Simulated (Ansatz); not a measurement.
A generator proposed this cell of CaBr4.

```yaml
crystal:
  lattice:
    - [4.99696, 0.00000, 0.00000]
    - [0.00000, 4.99696, 0.00000]
    - [0.00000, 0.00000, 7.06677]
  atoms:
    - { symbol: Ca, position: [0.00000, 0.00000, 0.00000] }
    - { symbol: Br, position: [0.50000, 0.00000, 0.25000] }
    - { symbol: Br, position: [0.00000, 0.50000, 0.75000] }
    - { symbol: Br, position: [0.50000, 0.00000, 0.75000] }
    - { symbol: Br, position: [0.00000, 0.50000, 0.25000] }
```

Level of theory: DFT PBE, scalar-relativistic, plane waves, PAW in Ansatz. Cutoff 420 eV; k points 4×4×4 on the computed 5-atom cell (Γ-centred); Gaussian smearing, width 0.10 eV; no spin polarisation.

Energies over the elements count from the elements' standard structures at the same level, with no fitted energy shifts. The references include crystalline Br.

Problem. Estimate its pressure, forces and energy as it stands.

Solution. The pressure is -1.1 GPa (the mean over three directions, positive in compression), the largest force is 0.09 eV/Å, and the energy is −0.91 eV/atom against the elements. The shortest distance is 3.06 Å.

Problem. Is it a good guess?

Solution. A fair one: relaxing gains under 0.1 eV/atom (the start's value is from the coarse mesh, so the gain is rough) in 15 ionic steps and ends at −0.97 eV/atom on the finer mesh. The symmetry stays P4/mmm (No. 123). The volume per atom grows by 3.7 %, from 35.3 to 36.6 Å³. The shortest distance goes from 3.06 Å (Ca–Br) to 3.01 Å (Ca–Br). The ratio c/a of the conventional cell changes by a factor of 1.30. Conventional cell: a = 4.635 Å, c = 8.517 Å. Around Ca lie 8 Br at 3.01 Å; Br has 2 Ca at 3.01 Å, 4 Br at 3.28 Å and 1 Br at 3.85 Å.

The last run used an 8×8×6 mesh (in the run's order of axes) for its 5-atom cell and Gaussian smearing of 0.10 eV. Weakly bound directions are ill-defined at this level, which has no dispersion term. The cell is a metal run without spin; a magnetic state may lie lower. The reference form of Br is held partly by dispersion forces, which this level lacks. The relaxation can't lower the symmetry of the start, and the grade says only how near the guess is to its own end. Symmetry constrained the relaxation, so the result can be a saddle point.
